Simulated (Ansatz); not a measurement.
A plane-wave DFT run in Ansatz 0.2.0 (scalar-relativistic PAW potentials unless the input names others): input and command.

```yaml
crystal:
  lattice:
    - [0.0, 1.90155, 1.8064725]
    - [1.90155, 0.0, 1.8064725]
    - [1.90155, 1.90155, 0.0]
  atoms:
    - { symbol: Rh, position: [0.0, 0.0, 0.0] }
basis:
  ecutwfc: 500
kpoints:
  mp_grid: { grid: [22, 22, 22] }
hamiltonian:
  xc: r2scan
  hubbard: { sites: [{ species: Rh, l: d, u_eff: 5.0 }], double_counting: fll }
scf:
  occupations: { method: gaussian, width: 0.15 }
  initial_density: { chi_scale: 0.3 }
  mixing: { algorithm: msr1, beta: 0.2, ndim: 16 }
output:
  forces: true
  eigenvalues: true
  stress: true
```

```bash
ansatz run input.yaml --threads 1 --pin off --max-ram 2560MiB --backend cpu --events-out ev --progress --plain --runs-dir out
```

Abridged log:
```
Basis set: ecut = 500 eV, 331 PW (Γ), exchange–correlation on 80×80×80 points (64 copies of the dense FFT grid, shifted against one another)
Bands: 13, of which v1, the nominal top of the filled ones, is band 9 counted from 1 (8 counted from 0)
Symmetry: 16 space group operations
k-points: 834 of 10648
SCF iter   1: F=—  HF=-6411.751377 eV  |F-HF|=—  |Δ(HF+E_count)|=         —  Δρ=8.34e-2  dr2=7.48e-1  dr2_τ=2.20e-2  ethr=3.10e-3  ⟨swp⟩=5.0  Hψ=60066  notcnv=0
SCF iter   2: F=—  HF=-6411.592650 eV  |F-HF|=—  |Δ(HF+E_count)|=   1.59e-1  Δρ=4.74e-2  dr2=1.87e-1  dr2_τ=1.38e-2  ethr=3.10e-3  ⟨swp⟩=2.0  Hψ=20886  notcnv=0  defer=137
SCF iter   3: F=—  HF=-6411.617648 eV  |F-HF|=—  |Δ(HF+E_count)|=   2.50e-2  Δρ=2.47e-2  dr2=1.59e-2  dr2_τ=1.45e-3  ethr=1.10e-3  ⟨swp⟩=2.5  Hψ=18721  notcnv=0  defer=140
SCF iter   4: F=—  HF=-6411.674706 eV  |F-HF|=—  |Δ(HF+E_count)|=   5.71e-2  Δρ=1.63e-2  dr2=3.10e-2  dr2_τ=1.36e-3  ethr=9.37e-5  ⟨swp⟩=2.0  Hψ=23351  notcnv=0  defer=143
SCF iter   5: F=—  HF=-6411.668315 eV  |F-HF|=—  |Δ(HF+E_count)|=   6.39e-3  Δρ=3.32e-3  dr2=8.82e-4  dr2_τ=2.90e-5  ethr=9.37e-5  ⟨swp⟩=2.7  Hψ=21461  notcnv=0  defer=137
SCF iter   6: F=—  HF=-6411.668679 eV  |F-HF|=—  |Δ(HF+E_count)|=   3.64e-4  Δρ=3.94e-4  dr2=3.86e-6  dr2_τ=9.79e-7  ethr=5.19e-6  ⟨swp⟩=2.1  Hψ=14736  notcnv=0  defer=137
SCF iter   7: F=—  HF=-6411.668689 eV  |F-HF|=—  |Δ(HF+E_count)|=   1.00e-5  Δρ=1.37e-4  dr2=4.59e-7  dr2_τ=7.01e-8  ethr=2.27e-8  ⟨swp⟩=2.6  Hψ=17981  notcnv=0  defer=137
SCF iter   8: F=—  HF=-6411.668690 eV  |F-HF|=—  |Δ(HF+E_count)|=   1.22e-6  Δρ=5.76e-5  dr2=8.40e-8  dr2_τ=9.94e-9  ethr=5.88e-10  ⟨swp⟩=6.4  Hψ=51692  notcnv=0
SCF iter   9: F=-6411.668691 eV  HF=-6411.668691 eV  |F-HF|=1.63e-8  |Δ(HF+E_count)|=   2.99e-7  Δρ=2.02e-5  dr2=3.62e-8  dr2_τ=1.72e-9  ethr=4.94e-10  ⟨swp⟩=4.2  Hψ=35491  notcnv=0
SCF 1 converged in 9 iterations: F = -6411.668691 eV  dr2 = 3.62e-8
SCF converged after 9 iterations
Free energy (F): -6411.668691 eV
Harris-Foulkes:  -6411.668691 eV  (|F-HF|=1.63e-8)
Internal energy: -6411.656561 eV  (E = F + TS)
E sigma→0 (E₀):  -6411.662626 eV
Entropy (-TS):   -0.012129 eV (-12.129 meV/atom)
Fermi energy:    22.466628 eV
--- Forces (eV/Å), atoms counted from 1 ---
  atom   1  Rh     0.00000000     0.00000000     0.00000000
--- Stress (GPa, compression-positive) ---
       12.324866       0.000000       0.000000
        0.000000      12.324866       0.000000
        0.000000       0.000000      24.088267
  P = ⅓ Tr σ = 16.2460 GPa (162.460 kbar)
Occupation matrices written to <dir>
```

Apart from outputs and empty bands, the input differs from a reference run on usual settings in hamiltonian.hubbard: not typed → {"sites": [{"species": "Rh", "l": "d", "u_eff": 5.0}], "double_counting": "fll"}; scf.initial_density.chi_scale: not typed → 0.3; scf.mixing.algorithm: not typed → "msr1"; scf.mixing.beta: not typed → 0.2; scf.mixing.ndim: not typed → 16. The reference, at the same geometry (not necessarily relaxed), gave pressure 16.09 GPa, largest force 0.000 eV/Å, no gap on the mesh. This run converged in 9 SCF iterations (reference: 6) with an energy at zero smearing 3.6 eV/atom above the reference's (the Hamiltonian itself differs), pressure 16.25 GPa, largest force 0.000 eV/Å, no gap on the mesh.

Time: 30 s on 1 thread of Arm Neoverse V1, with other jobs on the host, peak memory 0.5 GiB.